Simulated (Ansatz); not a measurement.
This run works on a generated trial structure, not on a known crystal.

Input and command of a plane-wave DFT calculation in Ansatz:

```yaml
crystal:
  lattice:
    - [6.8861491616, 0.0, 0.0]
    - [-3.4430745808, 5.9635801082, 0.0]
    - [0.0, 0.0, 3.805133689]
  atoms:
    - { symbol: Zn, position: [0.0, 0.0, 0.5] }
    - { symbol: Cu, position: [0.3333333333, 0.6666666667, 0.0] }
    - { symbol: Cu, position: [0.6666666667, 0.3333333333, 0.0] }
    - { symbol: Br, position: [0.6792671574, 0.0, 0.0] }
    - { symbol: Br, position: [0.0, 0.6792671574, 0.0] }
    - { symbol: Br, position: [0.3207328426, 0.3207328426, 0.0] }
basis:
  ecutwfc: 420
kpoints:
  mp_grid: { grid: [6, 6, 8] }
hamiltonian:
  xc: pbe
scf:
  occupations: { method: gaussian, width: 0.1 }
output:
  forces: true
  stress: true
  eigenvalues: true
relax:
  adjacent_minimum: "off"
  f_tol: 0.01
  max_steps: 30
  cell: { stress_tol: 0.1, fix: [volume] }
```

```bash
ansatz run input.yaml --threads 1 --pin off --max-ram 2560MiB --backend cpu --events-out ev --progress --plain --runs-dir out
```

Processor: Arm Neoverse V2, 1 thread, on a host shared with other jobs.

Task: Estimate time, memory and problem size.

Result: About 92 s, peak memory 0.5 GiB. It solves 43 bands at 35 k points (after reduction by symmetry) with about 3019 plane waves, in 30 SCF iterations over 4 ionic steps.
